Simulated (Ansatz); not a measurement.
Au: from a starting cell to a relaxed one

The start is a generated trial cell of Au in the fcc structure type. The structure is fully relaxed (lattice and positions, P = 0) with PBE (plane waves to 420 eV, PAW, scalar-relativistic; Ansatz, a first-principles code). First-step values are on the input's coarse k-mesh.

Ansatz input (later rounds restart from its end on a renewed k-mesh):
Ansatz 0.2 input:
```yaml
crystal:
  lattice:
    - [0, 2.04, 2.04]
    - [2.04, 0, 2.04]
    - [2.04, 2.04, 0]
  atoms:
    - { symbol: Au, position: [0, 0, 0] }
basis: { ecutwfc: 420, ecutrho_ratio: 4, xc_grid: 2, fft_grid_basis: typed }
kpoints: { mp_grid: { grid: [14, 14, 14] } }
hamiltonian:
  xc: pbe
  dispersion: none
  pseudopotentials: { azcp: { folder: ./paw }, kind: paw }
scf: { occupations: { method: fermi_dirac, width: 0.05 } }
relax: { f_tol: 0.01, max_steps: 100, cell: { stress_tol: 0.02 } }
output: { forces: true, stress: true }
```

```yaml
outcome: The space group stays Fm-3m (No. 225) (the run could not lower it); the end is fcc (Cu type), with 1 atom in the primitive cell
energy_released: 0.03 eV/atom
Shortest distances (start → end): "The closest pairs of elements (up to four, under 3.6 Å), start → end: Au–Au 2.88 → 2.94 Å"
band_gap_at_the_end: no gap (metallic)
optimiser_moves: 8
```

Final structure:

```cif
data_Au4
_chemical_formula_sum 'Au4'
_space_group_name_H-M_alt 'Fm-3m'
_space_group_IT_number 225
_space_group_name_Hall '-F 4 2 3'
_cell_length_a 4.15726
_cell_length_b 4.15726
_cell_length_c 4.15726
_cell_angle_alpha 90.000
_cell_angle_beta 90.000
_cell_angle_gamma 90.000
loop_
_atom_site_label
_atom_site_type_symbol
_atom_site_symmetry_multiplicity
_atom_site_Wyckoff_symbol
_atom_site_fract_x
_atom_site_fract_y
_atom_site_fract_z
_atom_site_occupancy
Au1 Au 4 a 0.00000 0.00000 0.00000 1
```
(The calculation used a cell of 1 atom; values per cell refer to that cell.)

Final values are on a 19×19×19 k-mesh of the relaxed cell. No spin polarisation in the result.

The run could not lose the symmetry of its start.
